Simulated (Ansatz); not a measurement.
Crystals of one structure type (zinc blende), relaxed and computed with the program Ansatz at the HSE06 level (PAW).

| crystal | a (Å) | gap (eV) | B₀ by P(V) fit (GPa) |
|---|---|---|---|
| BP | ? | ? | ? |
| AlP | 5.476 | 2.28 | 90.7 |
| GaP | 5.465 | 2.27 | 87.7 |
| InP | 5.902 | 1.38 | 69.4 |

Question: Fill in the missing entries.

Answer: 
- BP, a (Å): 4.524
- BP, gap (eV): 1.95
- BP, B₀ by P(V) fit (GPa): 174

All cells were relaxed under the symmetry of their starts (and spin orders); stability against distortions was not tested throughout. Spin–orbit coupling is left out wherever it is not named.

Potentials: the later of the program's two PAW sets.
